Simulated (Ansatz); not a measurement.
**Trial structures of SnGe2P2: starts and ends**

Computed with DFT PBE, scalar-relativistic, plane waves, PAW in Ansatz 0.2.0. Settings: cutoff 420 eV, Γ-centred meshes spaced at most about 0.3 Å⁻¹, and about 0.25 Å⁻¹ or finer for metals (2π included), Gaussian smearing. No spin polarisation in the final relaxations.

Each guess was relaxed in cell and atoms at zero pressure, within the symmetry of its start. These are static total energies at zero pressure. Coordination counts P atoms around Ge and Sn (those within 1.25 times the shortest such distance or 1.15 times the sum of covalent radii, 1.27 where that leaves under three; the shortest distance is added where it exceeds 1.18 times the sum of covalent radii; a slash parts the counts of unlike sites).

```tsv
guess	made from	start group	V start (Å³/atom)	end group	V end (Å³/atom)	coordination at the end	gap on mesh (eV)	E over the lowest end (meV/atom)
1	MgZn2Sb2 type	P-3m1	23.6	P-3m1	22.5	Sn 6 from 3.0 Å, Ge 4	0	34
2	random cell	P4/mmm	25.5	P4/mmm	23.4	Sn 8, Ge 1	0	356
3	random cell	P4_2/mmc	25.1	P4_2/mmc	24.8	Sn 8 from 3.5 Å, Ge 2/8 from 3.5 Å	0	719
4	EuCo2As2 type	I4/mmm	18.1	I4/mmm	20.1	Sn 8 from 3.2 Å, Ge 4	0	0
5	TlCo2Se2 type	I4/mmm	19.2	I4/mmm (ThCr2Si2)	22.1	Sn 8 from 3.4 Å, Ge 4	0	132
6	random cell	I4/mmm	13.6	?	?	?	?	?
```

Guess 6 as it starts:

Space group I4/mmm (No. 139). a = 5.451 Å, b = 5.451 Å, c = 4.591 Å, α = 90.00°, β = 90.00°, γ = 90.00°
| atom | site | symmetry | x | y | z |
| --- | --- | --- | --- | --- | --- |
| Sn | 2a | 4/mmm | 0.0000 | 0.0000 | 0.0000 |
| Ge | 4c | mmm. | 0.0000 | 0.5000 | 0.0000 |
| P | 4d | -4m2 | 0.0000 | 0.5000 | 0.2500 |

Task: Predict the end of this guess and its energy over the lowest end.

Result: It ends in space group I4/mmm (No. 139), with a = 5.684 Å, c = 9.242 Å, 29.9 Å³/atom and no gap. It lies 0.62 eV/atom over the lowest end, above guess 2 and below guess 3. The shortest distance is 2.31 Å (Ge–P) in this end and 2.56 Å (Ge–P) in the lowest (guess 4). The lowest (guess 4) holds Ge–Ge pairs (shortest 2.60 Å); in this end the shortest Ge–Ge distance is 4.02 Å.

```cif
data_structure
_symmetry_space_group_name_H-M 'I4/mmm'
_symmetry_Int_Tables_number 139
_cell_length_a 5.6840
_cell_length_b 5.6840
_cell_length_c 9.2423
_cell_angle_alpha 90.000
_cell_angle_beta 90.000
_cell_angle_gamma 90.000
_cell_volume 298.60
loop_
_atom_site_label
_atom_site_type_symbol
_atom_site_symmetry_multiplicity
_atom_site_Wyckoff_symbol
_atom_site_fract_x
_atom_site_fract_y
_atom_site_fract_z
_atom_site_occupancy
Sn1 Sn 2 a 0.00000 0.00000 0.00000 1
Ge1 Ge 4 c 0.00000 0.50000 0.00000 1
P1 P 4 d 0.00000 0.50000 0.25000 1
```

The zero of energy is the elements' standard structures at the same level; no fitted shifts are applied. The references include grey tin and black phosphorus.

Task: Is the lowest end bound against the elements?

Result: No: its formation energy is +0.22 eV/atom. A positive value: parting into the elements would lower its energy.

Weakly bound directions are ill-defined at this level, which has no dispersion term (P4/mmm), and this can change margins and order among such cells. The reference form of P is held partly by dispersion forces, which this level lacks. Cells relaxed within their symmetry can be saddle points. A lower structure may well exist outside this small set. Some types were kept out of the candidates beforehand, so the set may lack a known form.
